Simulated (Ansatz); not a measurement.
Ti2C:
```
CELL_PARAMETERS angstrom
      0.00000     4.27416     4.27416
      4.27416     0.00000     4.27416
      4.27416     4.27416     0.00000
ATOMIC_POSITIONS crystal
  Ti 0.35728 0.88091 0.88091
  Ti 0.36909 0.36909 0.89272
  Ti 0.88091 0.35728 0.88091
  Ti 0.36909 0.36909 0.36909
  Ti 0.88091 0.88091 0.88091
  Ti 0.36909 0.89272 0.36909
  Ti 0.88091 0.88091 0.35728
  Ti 0.89272 0.36909 0.36909
  C  0.12500 0.12500 0.12500
  C  0.62500 0.12500 0.12500
  C  0.12500 0.12500 0.62500
  C  0.12500 0.62500 0.12500
```

Relaxed with PBEsol. Special points in fractions of this cell's reciprocal vectors: Γ (0.000, 0.000, 0.000); X (0.500, 0.000, 0.500); U (0.625, 0.250, 0.625); K (0.375, 0.375, 0.750); L (0.500, 0.500, 0.500); W (0.500, 0.250, 0.750).

**Question.** List the band energies nearest the Fermi level at these points for the program Ansatz at the PBEsol level (PAW).

**Answer.** In eV from the Fermi level; about four levels below and three above (degenerate sets whole), none deeper than 8.9 eV; points with the same levels are listed once.

```csv
k,below,above
Γ,-1.62 -1.62 -0.68 -0.68 -0.68,0.31 0.74 0.74 0.74
X,-0.64 -0.64 -0.49 -0.49,0.37 0.37 0.48 0.48
U,-0.49 -0.31 -0.20 -0.11,0.39 0.47 0.60
L,-0.82 -0.72 -0.72 -0.26,0.34 0.80 0.80
W,-0.34 -0.34 -0.34 -0.34,0.20 0.20 0.35 0.35
```

Space group Fd-3m. The workflow started from a Materials Project entry (that database holds measured and hypothetical structures alike); the Crystallography Open Database copy checked does not list it. Whether it is the stable phase at ambient conditions was not checked. The cell was relaxed with PBEsol under the symmetry of its start; of distortions, only those at the zone centre were tested. No spin polarisation was allowed.

Potentials: the later of the program's two PAW sets.
